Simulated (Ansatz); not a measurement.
AlIr (rock salt), relaxed with PBEsol (Ansatz, a quantum-chemistry and plane-wave program, plane waves, PAW): a = 5.000 Å, b = 5.000 Å, c = 5.000 Å, α = 90.00°, β = 90.00°, γ = 90.00°.

| Quantity | Result |
|---|---|
| ΔH_f (eV/atom) | 0.04 |
| B₀ by P(V) fit (GPa) | 167 |

Problem. The same phase is relaxed and computed with r²SCAN in the same code. What are the cell and these values now?

Solution. a = b = c = 5.0081 Å, α = β = γ = 90.00°.

ΔH_f (eV/atom): -0.04
B₀ by P(V) fit (GPa): 167

Typed or built starts, not in the databases checked: AlIr, rock salt. Unstable at this level: AlIr, rock salt with PBEsol; AlIr, rock salt with r²SCAN. All cells were relaxed under the symmetry of their starts (and spin orders); stability against distortions was not tested throughout. Rows with no word on spin ran without spin polarisation. Spin–orbit coupling is left out wherever it is not named.

Potentials: the later of the program's two PAW sets.

Ansatz is a plane-wave DFT program.

Formation energies count from the lowest solids of the elements computed at the same level, not from gases.
